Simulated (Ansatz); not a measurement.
## La: from a starting cell to a relaxed one

The start is a generated trial cell of La in the AFLOW prototype A_cI16_206_c (as in Si). Cell shape, volume and atoms are optimised at zero target pressure with PBE (plane waves to 420 eV, PAW, scalar-relativistic; Ansatz, a quantum-chemistry and plane-wave program). The first steps use a coarse 6×6×6 k-mesh.

The start:
```
CELL_PARAMETERS angstrom
     -4.21341     4.21341     4.21341
      4.21341    -4.21341     4.21341
      4.21341     4.21341    -4.21341
ATOMIC_POSITIONS crystal
  La 0.29980 0.29980 0.29980
  La 0.50000 0.00000 0.20020
  La 0.00000 0.20020 0.50000
  La 0.20020 0.50000 0.00000
  La 0.70020 0.70020 0.70020
  La 0.50000 0.00000 0.79980
  La 0.00000 0.79980 0.50000
  La 0.79980 0.50000 0.00000
```

### Question
By how much does the energy per atom fall from start to end?

### Answer
0.01 eV/atom.

### Question
How does the volume change?

### Answer
-4.8 %, from 37.40 to 35.60 Å³/atom.

### Question
How do the shortest distances between atoms change?

### Answer
The closest pairs of elements (up to four, under 3.6 Å), start → end: La–La 2.92 → 2.97 Å.

### Question
Is the relaxed structure metallic? Give its gap.

### Answer
Zero (metallic).

### Question
What does it relax into? Give the structure.

### Answer

Space group Ia-3 (No. 206); a = 8.290 Å, b = 8.290 Å, c = 8.290 Å, α = 90.00°, β = 90.00°, γ = 90.00°

```tsv
atom	site	symmetry	x	y	z
La	16c	.3.	0.1467	0.1467	0.1467
```
(The calculation used a cell of 8 atoms; values per cell refer to that cell.)

The space group stays Ia-3 (No. 206) (the run could not lower it); the end is AFLOW prototype A_cI16_206_c (as in Si), with 8 atoms in the primitive cell. Final values are on a 8×8×8 k-mesh of the relaxed cell. The start holds a very short contact (La–La 2.92 Å). No spin polarisation in the result.

The run could not lower the symmetry of its start; a shaken copy of this end point relaxes with PBE to Cmcm (No. 63), 0.61 eV/atom lower.

The relaxed structure here is a generated cell of La: the first start was made by placing the elements on the sites of a structure type, and the end was not matched to a known phase here, so it may be hypothetical. Known forms of La include space group No. 194.
